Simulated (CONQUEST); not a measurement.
Consider a self-consistent single point of MgO (Fm-3m, 8 atoms in the cell; from Materials Project mp-1265, lattice scaled a little).

```yaml
crystal:
  lattice:
    - [4.26823, 0.00000, 0.00000]
    - [0.00000, 4.26823, 0.00000]
    - [0.00000, 0.00000, 4.26823]
  atoms:
    - { symbol: Mg, position: [0.00000, 0.00000, 0.00000] }
    - { symbol: Mg, position: [0.00000, 0.50000, 0.50000] }
    - { symbol: Mg, position: [0.50000, 0.00000, 0.50000] }
    - { symbol: Mg, position: [0.50000, 0.50000, 0.00000] }
    - { symbol: O, position: [0.50000, 0.00000, 0.00000] }
    - { symbol: O, position: [0.50000, 0.50000, 0.50000] }
    - { symbol: O, position: [0.00000, 0.00000, 0.50000] }
    - { symbol: O, position: [0.00000, 0.50000, 0.00000] }
```

Computed with LDA (PW92), numerical atomic orbitals double-zeta with polarisation (the shipped basis), PseudoDojo norm-conserving potentials made for LDA in CONQUEST 1.3.

CONQUEST settings:

```
setting                                         value
---------------------  ------------------------------
basis                                             DZP
Diag.MPMeshX, Y, Z                              5 5 5
potentials             PseudoDojo norm-conserving LDA
Grid.GridCutoff                                140 Ha
DM.SolutionMethod                              diagon
Diag.kT                                     0.0001 Ha
Diag.GammaCentred                                true
minE.SCTolerance                              1.0e-06
SC.MaxIters                                       100
SC.LinearMixingFactor                             0.5
SC.KerkerPreCondition                            true
SC.KerkerFactor                            0.1 1/bohr
AtomMove.TypeOfRun                             static
```

Results:

- Number of valence electrons: 64
- Number of bands: 88
- Number of k-points after the program's reduction: 63
- Size of the basis: 88
- Number of SCF iterations: 7
- FFT grid: 48 × 48 × 48
- Free energy E − TS: -8260.6521 eV
- Pressure: -8.12 GPa

Stress (GPa, positive for compression):
```
-8.12   0.00   0.00
 0.00  -8.12   0.00
 0.00   0.00  -8.12
```

The program uses no crystal symmetry, so grid and mesh can part values that symmetry would make equal. The atom-centred basis is finite, which shifts total energies and pressures against plane waves. The structure comes from a collection of computed structures, made at another level of theory; the collection holds predicted forms beside known ones. Its lattice was then scaled.

Cost on one core: about 2.4 core-minutes (a rough figure).
